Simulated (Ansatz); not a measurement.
GaP (zinc blende, F-43m), a = 5.451 Å, b = 5.451 Å, c = 5.451 Å, α = 90.00°, β = 90.00°, γ = 90.00°; the cell used has 2 atoms.

Relaxed with r²SCAN. Independent-particle spectrum: no excitons, no local fields, no scissors shift; 0.1 eV broadening; ε₁ of the summed bands alone.

Problem. Tabulate the dielectric function from plane-wave PAW r²SCAN (Ansatz code).

Solution. 

```tsv
E (eV)	ε₁ xx	ε₂ xx
0.0	9.49	0.00
0.4	9.55	0.00
0.8	9.75	0.00
1.2	10.11	0.00
1.6	10.69	0.00
2.0	11.62	0.00
2.4	13.39	0.23
2.8	15.80	1.02
3.2	22.58	8.15
3.6	13.97	11.08
4.0	15.40	10.64
4.4	15.37	17.16
4.8	14.49	35.60
5.2	-8.27	17.29
5.6	-4.58	11.64
6.0	-2.89	11.83
6.4	-7.31	9.68
6.8	-6.20	6.80
7.2	-5.59	5.28
7.6	-4.82	4.01
8.0	-4.09	3.21
8.4	-3.46	2.66
8.8	-2.70	2.27
9.2	-2.74	2.59
9.6	-2.67	1.95
10.0	-2.22	1.59
10.4	-2.08	1.55
10.8	-2.00	1.24
11.2	-1.72	1.03
11.6	-1.54	0.88
12.0	-1.34	0.74
```

Problem. From ε at 3.3 eV (xx: 19.11 + 12.07i), find n, k, the normal reflectivity and the absorption coefficient.

Solution. n = 4.57, k = 1.322, R = 44 %, α = 2kE/ħc = 440000 cm⁻¹.

With all bands, ε∞ without local fields is 9.54. DFPT, with local fields, gives 9.36.

Symmetry was held in the r²SCAN relaxation; phonons on a q-mesh show no instability. Spin–orbit coupling is left out wherever it is not named.

Potentials: the later of the program's two PAW sets.
